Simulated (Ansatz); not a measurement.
Data:

Relaxed Pt (fcc, Cu type):

```
CELL_PARAMETERS angstrom
      0.00000     3.97009     3.97009
      1.98504     0.00000     1.98504
      1.98504     1.98504     0.00000
ATOMIC_POSITIONS crystal
  Pt 0.00000 0.00000 0.00000
  Pt 0.50000 0.00000 0.00000
```

The atoms are displaced by Q × the pattern below (from a DFPT mode at L = (0.5, 0.0, 0.0), largest move 1; Q in Å), at fixed cell. (q is in reciprocal vectors of the primitive cell; the cell shown is doubled to hold the pattern.)

| atom | x | y | z |
|---|---|---|---|
| Pt1 | -0.577 | 0.577 | 0.577 |
| Pt2 | 0.577 | -0.577 | -0.577 |

The numbers are results of PBE (plane waves to 420 eV, PAW, scalar-relativistic; Ansatz, a first-principles code), not measurements. k mesh 10×20×20 (Γ-centred), Fermi-Dirac smearing 0.05 eV. The energy includes the smearing's −TS. With partly filled bands, energies and forces of such displacements shift with the k mesh and the smearing. Pt is run without spin polarisation. Pt was relaxed with its symmetry unable to fall. Spin-orbit coupling is left out, though Pt is heavy. The PAW data are Ansatz's earlier set. ΔE is measured from the undisplaced structure.

The scan covers Q from -0.100 to 0.100 Å in 13 points.

Problem. Which space group does the distorted structure have?

Solution. R-3m (No. 166), lowered from Fm-3m.

Problem. Is this a single well or a double well?

Solution. A single well with its minimum at or next to zero displacement.

Problem. What is the energy change at Q = 0.100 Å?

Solution. 252 meV/cell.

Problem. What harmonic wavenumber does the curvature at Q = 0 give?

Solution. 185 cm⁻¹.

(For displaced atoms, the force is minus the slope of the energy, and its curvature is a force constant, which sets phonon frequencies.)
